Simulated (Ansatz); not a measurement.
Two structures of CuF were relaxed with r2SCAN in the plane-wave code Ansatz, without spin polarisation or spin-orbit coupling; one or both may be hypothetical. The NiAs type (P6_3/mmc) cell is metallic, which makes its energy uncertain on these meshes, by up to tens of meV an atom.

- wurtzite (P6_3mc): it is hexagonal, P6_3mc (No. 186); conventional cell a = 2.790 Å, c = 6.721 Å, 11.33 Å³ an atom. Cu has 4 F at 1.90–2.17 Å; F has 4 Cu at 1.90–2.17 Å.
- NiAs type (P6_3/mmc): the symmetry is P6_3/mmc (No. 194, hexagonal); a = 2.763 Å, c = 6.402 Å in the conventional setting, 10.58 Å³ an atom. Cu is surrounded by 6 F at 2.26 Å; F is surrounded by 6 Cu at 2.26 Å.

The second lies 108 meV an atom above the first.

Problem. Which of the two does pressure favour?

Solution. The denser one, NiAs type (P6_3/mmc): its volume is smaller by 11.33 − 10.58 = 0.75 Å³ an atom (6.6 %), so its enthalpy H = E + PV rises more slowly.

Problem. Estimate the pressure at which their enthalpies meet, taking both as rigid.

Solution. P ≈ ΔE/ΔV = 108 meV/0.75 Å³ = 144.0 meV/Å³, and 1 meV/Å³ is 0.16022 GPa: P ≈ 23.1 GPa. It is an estimate: the open phase usually compresses more, which shrinks ΔV and raises the pressure, and barriers, vibrations and other phases are left out.

Problem. What does the energy difference amount to in temperature?

Solution. ΔE/k_B = 108/0.08617 = 1253 K, or 4.2 times k_B T at 300 K (a scale, not a transition temperature); as a molar quantity, 10.4 kJ per mole of atoms.
